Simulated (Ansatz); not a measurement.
## AlGa₃O₆: stable or not

It was reached by relaxing an invented guess, and it needn't be the stable form of this composition.

Theory: Ansatz, DFT PBE, scalar-relativistic, plane waves, PAW. Settings of the last relaxation (10-atom cell): 420 eV, 10×6×4 k points, Gaussian smearing of 0.02 eV, no spin polarisation.

```cif
data_structure
_symmetry_space_group_name_H-M 'P1'
_symmetry_Int_Tables_number 1
_cell_length_a 3.0540
_cell_length_b 4.9554
_cell_length_c 8.0278
_cell_angle_alpha 78.851
_cell_angle_beta 86.820
_cell_angle_gamma 83.235
_cell_volume 118.30
loop_
_atom_site_label
_atom_site_type_symbol
_atom_site_symmetry_multiplicity
_atom_site_Wyckoff_symbol
_atom_site_fract_x
_atom_site_fract_y
_atom_site_fract_z
_atom_site_occupancy
Al1 Al 1 a 0.62272 0.33226 0.10044 1
Ga1 Ga 1 a 0.28587 0.96018 0.84215 1
Ga2 Ga 1 a 0.21193 0.80200 0.28300 1
Ga3 Ga 1 a 0.75208 0.48139 0.64536 1
O1 O 1 a 0.71610 0.69667 0.40879 1
O2 O 1 a 0.36929 0.67888 0.07923 1
O3 O 1 a 0.29046 0.27435 0.63417 1
O4 O 1 a 0.81782 0.76275 0.76277 1
O5 O 1 a 0.73365 0.17756 0.92017 1
O6 O 1 a 0.13147 0.19066 0.21224 1
```

The zero of energy is the elements' standard structures at the same level (O₂ as a molecule); no fitted shifts are applied.

Problem. These tests were run: energy against the elements; random kick, then relaxation without symmetry; phonons on a 2×2×1 q mesh. What do they show?

Solution.

| test | result |
| --- | --- |
| energy against the elements | −2.034 eV/atom |
| random kick, then relaxation without symmetry | returns |
| phonons on a 2×2×1 q mesh | no imaginary mode on the mesh, but the interpolation dips to 24i cm⁻¹ between its points |

It fails none of these tests outright. Other phases of the system weren't compared here, so this isn't yet thermodynamic stability. Undecided within the accuracy: phonons on a 2×2×1 q mesh.

The kick test ran on a coarse mesh. The run for the phonons used a 10×6×4 k mesh.
